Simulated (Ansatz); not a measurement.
Consider the following.

BeS:
```xyz
2
Lattice="0.0000 2.4380 2.4380 2.4380 0.0000 2.4380 2.4380 2.4380 0.0000" Properties=species:S:1:pos:R:3 pbc="T T T"
S      3.6570     3.6570     3.6570
Be     0.0000     0.0000     0.0000
```

This is the PBE-relaxed structure.

Task: All from the program Ansatz at the PBE level (PAW), unless another level is named. Give the electronic dielectric constant ε∞ (DFPT).

Result: 5.25.

Task: Give the largest static χ(2) component.

Result: 5.3 pm/V.

Task: And the static dielectric constant ε0 (ions relaxed, cell fixed)?

Result: 7.28.

Task: Next, the Born charges (a third of the trace)?

Result: S -1.62, Be +1.62 e.

Space group F-43m (zinc blende). The PBE relaxation kept the symmetry of its start; phonons on a q-mesh show no instability.

Potentials: the later of the program's two PAW sets.
